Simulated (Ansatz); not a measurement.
Geometry optimisation in Ansatz: input, command and trajectory.

```yaml
crystal:
  lattice:
    - [3.3092080639, 0.0, 0.0]
    - [-1.6546040319, 2.8658582497, 0.0]
    - [0.0, 0.0, 3.5730651852]
  atoms:
    - { symbol: Al, position: [0.3333333333, 0.6666666667, 0.5] }
    - { symbol: Al, position: [0.6666666667, 0.3333333333, 0.5] }
    - { symbol: H, position: [0.0, 0.0, 0.0] }
basis:
  ecutwfc: 420
kpoints:
  mp_grid: { grid: [6, 6, 6] }
hamiltonian:
  xc: pbe
scf:
  occupations: { method: gaussian, width: 0.1 }
  lower_state_search: "off"
output:
  forces: true
  stress: true
  eigenvalues: true
relax:
  adjacent_minimum: "off"
  f_tol: 0.04
  max_steps: 70
  cell: { stress_tol: 0.4 }
```

```bash
ansatz run input.yaml --threads 1 --pin off --max-ram 2560MiB --backend cpu --events-out ev --progress --plain --runs-dir out
```

The calculation used DFT PBE, scalar-relativistic, plane waves, PAW (Ansatz 0.2.0).

Of 15 frames 10 are shown, positions in Å and forces in eV/Å; the SCF threshold varies from step to step. Steps run on the plane waves of an earlier cell, with a Pulay correction in the pressure. The basis is chosen afresh for the last frame, the zero of the energies, and at times for earlier ones too; energy and pressure step there, also at an unchanged geometry. Here that happened at step 12 (-47 meV/atom, 1.2 GPa); the frames before carry an error of that size.

```xyz
3
Lattice="3.3092 0.0000 0.0000 -1.6546 2.8659 0.0000 0.0000 0.0000 3.5731" Properties=species:S:1:pos:R:3:forces:R:3 pbc="T T T" step=1 free_energy_over_end_meV_per_atom=2683.23 pressure_GPa=92.73
Al    0.0000    1.9106    1.7865    0.0000    0.0000    0.0000
Al    1.6546    0.9553    1.7865    0.0000    0.0000    0.0000
H     0.0000    0.0000    0.0000    0.0000    0.0000    0.0000
3
Lattice="3.6324 0.0000 0.0000 -1.8162 3.1458 0.0000 0.0000 0.0000 3.5253" Properties=species:S:1:pos:R:3:forces:R:3 pbc="T T T" step=3 free_energy_over_end_meV_per_atom=1201.41 pressure_GPa=42.93
Al    0.0000    2.0972    1.7626    0.0000    0.0000    0.0000
Al    1.8162    1.0486    1.7626    0.0000    0.0000    0.0000
H     0.0000    0.0000    0.0000    0.0000    0.0000    0.0000
3
Lattice="3.7979 0.0000 0.0000 -1.8989 3.2891 0.0000 0.0000 0.0000 3.3619" Properties=species:S:1:pos:R:3:forces:R:3 pbc="T T T" step=4 free_energy_over_end_meV_per_atom=717.43 pressure_GPa=27.79
Al    0.0000    2.1927    1.6809    0.0000    0.0000    0.0000
Al    1.8989    1.0964    1.6809    0.0000    0.0000    0.0000
H     0.0000    0.0000    0.0000    0.0000    0.0000    0.0000
3
Lattice="4.1210 0.0000 0.0000 -2.0605 3.5689 0.0000 0.0000 0.0000 3.1153" Properties=species:S:1:pos:R:3:forces:R:3 pbc="T T T" step=6 free_energy_over_end_meV_per_atom=205.02 pressure_GPa=7.89
Al    0.0000    2.3793    1.5576    0.0000    0.0000    0.0000
Al    2.0605    1.1896    1.5576    0.0000    0.0000    0.0000
H     0.0000    0.0000    0.0000    0.0000    0.0000    0.0000
3
Lattice="4.2407 0.0000 0.0000 -2.1204 3.6726 0.0000 0.0000 0.0000 2.9454" Properties=species:S:1:pos:R:3:forces:R:3 pbc="T T T" step=7 free_energy_over_end_meV_per_atom=105.23 pressure_GPa=3.88
Al    0.0000    2.4484    1.4727    0.0000    0.0000    0.0000
Al    2.1204    1.2242    1.4727    0.0000    0.0000    0.0000
H     0.0000    0.0000    0.0000    0.0000    0.0000    0.0000
3
Lattice="4.4516 0.0000 0.0000 -2.2258 3.8552 0.0000 0.0000 0.0000 2.6102" Properties=species:S:1:pos:R:3:forces:R:3 pbc="T T T" step=9 free_energy_over_end_meV_per_atom=51.21 pressure_GPa=2.00
Al    0.0000    2.5701    1.3051    0.0000    0.0000    0.0000
Al    2.2258    1.2851    1.3051    0.0000    0.0000    0.0000
H     0.0000    0.0000    0.0000    0.0000    0.0000    0.0000
3
Lattice="4.4508 0.0000 0.0000 -2.2254 3.8545 0.0000 0.0000 0.0000 2.6504" Properties=species:S:1:pos:R:3:forces:R:3 pbc="T T T" step=10 free_energy_over_end_meV_per_atom=49.51 pressure_GPa=1.08
Al    0.0000    2.5697    1.3252    0.0000    0.0000    0.0000
Al    2.2254    1.2849    1.3252    0.0000    0.0000    0.0000
H     0.0000    0.0000    0.0000    0.0000    0.0000    0.0000
3
Lattice="4.4974 0.0000 0.0000 -2.2487 3.8948 0.0000 0.0000 0.0000 2.6484" Properties=species:S:1:pos:R:3:forces:R:3 pbc="T T T" step=12 free_energy_over_end_meV_per_atom=1.80 pressure_GPa=1.04
Al    0.0000    2.5966    1.3242    0.0000    0.0000    0.0000
Al    2.2487    1.2983    1.3242    0.0000    0.0000    0.0000
H     0.0000    0.0000    0.0000    0.0000    0.0000    0.0000
3
Lattice="4.5573 0.0000 0.0000 -2.2786 3.9467 0.0000 0.0000 0.0000 2.6201" Properties=species:S:1:pos:R:3:forces:R:3 pbc="T T T" step=13 free_energy_over_end_meV_per_atom=0.88 pressure_GPa=0.27
Al    0.0000    2.6311    1.3100    0.0000    0.0000    0.0000
Al    2.2786    1.3156    1.3100    0.0000    0.0000    0.0000
H     0.0000    0.0000    0.0000    0.0000    0.0000    0.0000
3
Lattice="4.5468 0.0000 0.0000 -2.2734 3.9376 0.0000 0.0000 0.0000 2.6464" Properties=species:S:1:pos:R:3:forces:R:3 pbc="T T T" step=15 free_energy_over_end_meV_per_atom=0.00 pressure_GPa=-0.13
Al    0.0000    2.6251    1.3232    0.0000    0.0000    0.0000
Al    2.2734    1.3125    1.3232    0.0000    0.0000    0.0000
H     0.0000    0.0000    0.0000    0.0000    0.0000    0.0000
```

The start puts this composition into another compound's structure type, which needn't suit it. The cell swells from 11.3 to 15.8 Å³ an atom, so the end can be far from any stable crystal. At the end the space group is P6/mmm (tolerance 0.05 Å).

It took 5.9 s on 1 thread of Intel(R) Xeon(R) 6975P-C (Granite Rapids), with other jobs on the host, peak memory 0.33 GiB.

The k mesh is coarse.